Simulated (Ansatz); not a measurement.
(111) slab cut from the bulk of PIr2, 15 Å of vacuum:

```xyz
12
Lattice="3.9122 0.0000 0.0000 -1.9561 3.3881 0.0000 0.0000 0.0000 26.9786" Properties=species:S:1:pos:R:3 pbc="T T T"
Ir    1.9561    1.1294    7.5000
Ir    0.0000    0.0000    9.0971
P     1.9561    1.1294    9.8957
Ir    0.0000    2.2587   10.6943
Ir    1.9561    1.1294   12.2914
P     0.0000    2.2587   13.0900
Ir    0.0000    0.0000   13.8886
Ir    0.0000    2.2587   15.4857
P     0.0000    0.0000   16.2843
Ir    1.9561    1.1294   17.0829
Ir    0.0000    0.0000   18.6800
P     1.9561    1.1294   19.4786
```

All numbers below come from DFT PBEsol, scalar-relativistic, plane waves, PAW in Ansatz. Plane waves to 420 eV, a k mesh through Γ of 9×9×1 on the computed 12-atom cell and Gaussian smearing (0.10 eV); no spin polarisation. A dipole correction removes the field between periodic images along c.

This base run converges in 10 iterations with a largest force of 3.004 eV/Å and a work function of 4.78 eV on the top face.

Settings are then changed, some of them on purpose to poor values; changes count from the base run, and γ keeps the base's bulk energy.

(1) What happens with n_extra_bands = 30?

(2) What happens with k mesh 1×1×1?

(3) What happens with occupations fixed?

(4) What happens with k mesh 13×13×1?

(5) What happens with the slab 1 repeat of the bulk cell thicker?

Spin-orbit coupling is left out, which matters for the bands of heavy elements.

## Answers

(1) It converges in 10 iterations; ΔE at zero smearing (meV/atom) 0.0, Δγ (J/m²) 0.000, Δφ top (eV) 0.00, largest force (eV/Å) 3.004.

(2) It converges in 26 iterations; ΔE at zero smearing (meV/atom) +810.6, Δγ (J/m²) +5.879, largest force (eV/Å) 6.546.

(3) It converges in 19 iterations; ΔE at zero smearing (meV/atom) +77.3, Δγ (J/m²) +0.561, Δφ top (eV) -0.83, largest force (eV/Å) 2.648.

(4) It converges in 10 iterations; ΔE at zero smearing (meV/atom) +3.5, Δγ (J/m²) +0.025, Δφ top (eV) +0.12, largest force (eV/Å) 3.009.

(5) It converges in 10 iterations; ΔE at zero smearing (meV/atom) -88.3, Δγ (J/m²) +0.004, Δφ top (eV) +0.09, largest force (eV/Å) 3.053.
